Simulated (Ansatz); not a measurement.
The start is a generated cell, Rh placed in the AFLOW prototype A_hR1_166_a (A10, as in Hg). The structure is fully relaxed (lattice and positions, P = 0) with PBE (plane waves to 420 eV, PAW, scalar-relativistic; Ansatz, a quantum-chemistry and plane-wave program). First-step values are on the input's coarse k-mesh.

Ansatz input (later rounds restart from its end on a renewed k-mesh):
Ansatz 0.2 input:
```yaml
crystal:
  lattice:
    - [1.4552876, 0.8402107, 1.8698319]
    - [-1.4552876, 0.8402107, 1.8698319]
    - [0, -1.6804213, 1.8698319]
  atoms:
    - { symbol: Rh, position: [0, 0, 0] }
basis: { ecutwfc: 420, ecutrho_ratio: 4, xc_grid: 2, fft_grid_basis: typed }
kpoints: { mp_grid: { grid: [14, 14, 14] } }
hamiltonian:
  xc: pbe
  dispersion: none
  pseudopotentials: { azcp: { folder: ./paw }, kind: paw }
scf: { occupations: { method: fermi_dirac, width: 0.05 } }
relax: { f_tol: 0.01, max_steps: 100, cell: { stress_tol: 0.02 } }
output: { forces: true, stress: true }
```

* **Initial pressure**: +24.5 GPa (positive: the cell is compressed)
* **Outcome**: The space group goes from R-3m (No. 166) to Fm-3m (No. 225); the end is fcc (Cu type), with 1 atom in the primitive cell
* **Energy released**: 0.59 eV/atom
* **Volume change**: +2.4 %, from 13.72 to 14.05 Å³/atom
* **Band gap at the end**: zero (metallic)
* **Optimiser moves**: 10

The end point of the relaxation:

Space group Fm-3m (No. 225); a = 3.830 Å, b = 3.830 Å, c = 3.830 Å, α = 90.00°, β = 90.00°, γ = 90.00°

```
atom  site  symmetry       x       y       z
----  ----  --------  ------  ------  ------
Rh      4a      m-3m  0.0000  0.0000  0.0000
```
(The calculation used a cell of 1 atom; values per cell refer to that cell.)

Final values are on a 21×21×21 k-mesh of the relaxed cell. No spin polarisation in the result.

The run could not lose the symmetry of its start; a randomly shaken copy of 2 atoms returns to this structure.
